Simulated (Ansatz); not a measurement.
TiGeSb:
```xyz
6
Lattice="3.7013 0.0000 0.0000 0.0000 3.7013 0.0000 0.0000 0.0000 8.2398" Properties=species:S:1:pos:R:3 pbc="T T T"
Ti     1.8507     0.0000     2.0363
Ti     0.0000     1.8507     6.2035
Ge     0.0000     0.0000     0.0000
Ge     1.8507     1.8507     0.0000
Sb     1.8507     0.0000     5.0771
Sb     0.0000     1.8507     3.1627
```

Relaxed with r²SCAN.

Tabulate the valence density and the electron localisation function along the shortest Ti–Ge contact (2.75 Å), r²SCAN in the plane-wave PAW code Ansatz.



```tsv
distance from Ti (Å)	density (e/Å³)	ELF
0.28	9.01	0.23
0.41	7.03	0.53
0.55	4.45	0.65
0.69	2.21	0.60
0.83	0.92	0.38
0.96	0.44	0.18
1.10	0.30	0.14
1.24	0.26	0.26
1.38	0.27	0.47
1.51	0.31	0.60
1.65	0.38	0.58
1.79	0.49	0.49
1.93	0.71	0.42
2.06	1.27	0.32
2.20	3.06	0.16
2.34	9.05	0.05
2.48	23.80	0.01
```

The density is the valence pseudo-density with augmentation charge, so density and ELF within about 1 Å of a nucleus are not all-electron values.

Space group P4/nmm. The workflow started from an entry of the Crystallography Open Database (COD, 295 K). Whether it is the stable phase at ambient conditions was not checked. The cell was relaxed with r²SCAN under the symmetry of its start; its stability against distortions is not shown here. The run is not spin-polarised. Spin–orbit coupling is left out wherever it is not named.

Potentials: the later of the program's two PAW sets.
